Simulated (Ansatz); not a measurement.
Relaxed-ion elastic tensor of MgPd (CsCl type, space group No. 221) in GPa (Voigt order), DFT-LDA in the program Ansatz with PAW potentials; density 7.26 g/cm³, 14.96 Å³ per atom.

```
 105   120   120   0.0   0.0   0.0
 120   105   120   0.0   0.0   0.0
 120   120   105   0.0   0.0   0.0
 0.0   0.0   0.0  69.6   0.0   0.0
 0.0   0.0   0.0   0.0  69.6   0.0
 0.0   0.0   0.0   0.0   0.0  69.6
```

### Question
Is the crystal mechanically stable?

### Answer
No: the smallest eigenvalue of C is -15.1 GPa.

Space group Pm-3m (CsCl type). The workflow started from a Materials Project entry (that database holds measured and hypothetical structures alike); the Crystallography Open Database files this formula in space group No. 221, but the cells were not matched. Its standing as an ambient phase is unchecked. The LDA relaxation kept the symmetry of its start. At this level the phase is mechanically unstable. The run is not spin-polarised. As this level gives no gap, shear constants depend on the k-mesh and smearing (Fermi–Dirac, 0.1 eV here).

Potentials: the later of the program's two PAW sets.
